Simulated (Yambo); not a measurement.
BSE-type run in Yambo on AgI (space group P4/nmm, No. 129), at zero momentum.

Quantum ESPRESSO step (PBEsol, PseudoDojo standard norm-conserving files, scalar-relativistic):
```
&CONTROL
  calculation = 'nscf'
  pseudo_dir = './pseudo'
  outdir = './out'
/
&SYSTEM
  ibrav = 0
  nat = 4
  ntyp = 2
  ecutwfc = 82.0
  ecutrho = 328.0
  occupations = 'fixed'
  force_symmorphic = .true.
  nbnd = 79
/
&ELECTRONS
  conv_thr = 4e-09
  diago_full_acc = .true.
  diago_thr_init = 1e-08
/
ATOMIC_SPECIES
Ag 107.8682 Ag.upf
I 126.9045 I.upf
CELL_PARAMETERS angstrom
  4.392394320000   0.000000000000   0.000000000000
  0.000000000000   4.392394320000   0.000000000000
  0.000000000000   0.000000000000   6.219134983000
ATOMIC_POSITIONS crystal
Ag   0.000000000000   0.000000000000   0.000000000000
Ag   0.500000000000   0.500000000000   0.000000000000
I   0.000000000000   0.500000000000   0.699672914600
I   0.500000000000   0.000000000000   0.300327085400
K_POINTS automatic
4 4 4 0 0 0
```

Yambo input:
```
rim_cut
optics
bse
bss
dipoles
em1s
RandQpts= 1000000
RandGvec= 1 Ry
FFTGvecs= 40 Ry
Chimod= "HARTREE"
BSKmod= "SEX"
BSEmod= "resonant"
BSSmod= "hs"
BSENGexx= 15 Ry
BSENGBlk= 4 Ry
% KfnQP_E
 0.933 | 1.0 | 1.0 |
%
% BSEQptR
 1 | 1 |
%
% BSEBands
 11 | 33 |
%
% BEnRange
 0.0 | 10.2 | eV
%
% BDmRange
 0.15 | 0.15 | eV
%
BEnSteps= 204
% BLongDir
 0.0 | 0.0 | 1.0 |
%
BSHayTrs= -0.02
BSSNEig= 24
WRbsWF
% BndsRnXs
 9 | 74 |
%
NGsBlkXs= 4 Ry
% LongDrXs
 1.0 | 1.0 | 1.0 |
%
```

From the report:

The dimension is k points × valence × conduction bands = 64 × 16 × 7 = 7168.
```
  [SLEPC] Approach                          : Krylov-Schur
  [SLEPC] Number of requested eigenvalues   :  24
  [SLEPC] Number of eigenvalues        [NEV]:  24
   [K] Dimension                                    :   7168
   [K] Bands                                        :   11   33
   [K] Exchange res                                 : yes
   [K] Correlation res                              : yes
   [K] W interaction is bare                        : no
   [K] RL vectors exchange                          :   807
   [K] RL vectors correlation                       :  123
   [W] Matrix size                                  :  123
   [W] Bands                                        :    9   74
   [W] Coulomb Cutoff                               : none
   [W] Hxc Kernel                                   : HARTREE
```

Spin-orbit coupling is not included.

Geometry relaxed with PBE+D3(BJ).

This is not the ordinary phase of the substance; no match was found in the copy of COD used, and its stability was not checked.
